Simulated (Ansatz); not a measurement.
TlSb₄F₁₃: 121Sb nuclear quadrupole resonance

Cell: a COD entry, its atoms then relaxed with PBE in this cell.

```cif
data_TlSb4F13
_symmetry_space_group_name_H-M 'I4/m'
_symmetry_Int_Tables_number 87
_cell_length_a 9.6370
_cell_length_b 9.6370
_cell_length_c 6.5840
_cell_angle_alpha 90.000
_cell_angle_beta 90.000
_cell_angle_gamma 90.000
loop_
_atom_site_label
_atom_site_type_symbol
_atom_site_symmetry_multiplicity
_atom_site_Wyckoff_symbol
_atom_site_fract_x
_atom_site_fract_y
_atom_site_fract_z
Tl Tl 2 b 0.0000 0.0000 0.5000
Sb Sb 8 h 0.2775 0.9934 0.0000
F6 F 2 a 0.0000 0.0000 0.0000
F7 F 8 h 0.3772 0.9390 0.5000
F11 F 16 i 0.1129 0.7909 0.7789
```

One atom of each set is listed; the run and its k-mesh use a cell of 18 atoms with edges of 7.57, 7.57, 7.57 Å.

Method: Kohn–Sham DFT in Ansatz, PBE, plane waves and PAW, scalar-relativistic, 420 eV cutoff, Γ-centred 4×4×4 k-points, fixed occupations.

121Sb: I = 5/2, Q = -543.0 mb (year-2017 value). Static lattice, zero field.

Problem. The simulated lines lie at 64.2, 124.7 MHz. What are |C_Q|, η and |V_zz| at Sb?

Solution. For I = 5/2 and η = 0 the lines are 3|C_Q|/20 and twice that; η pulls their ratio below 2. Here |C_Q| = 418 MHz, η = 0.15 and |V_zz| = 31.8 × 10²¹ V/m². The calculation gives V_zz negative; the lines don't show the sign. The site has 3 F at 1.97–1.99 Å.

At Sb V_zz stands upright on the plane through its three neighbours (within 1°).

Without spin–orbit coupling (the program notes it for Sb) the gradients are little affected as a rule: paired runs on crystals with a gap mostly move them by under 2 % at such atoms. With these PAW files V_zz is typically within 2 to 3 % of all-electron values, but misses above 10 % occur on Sb.
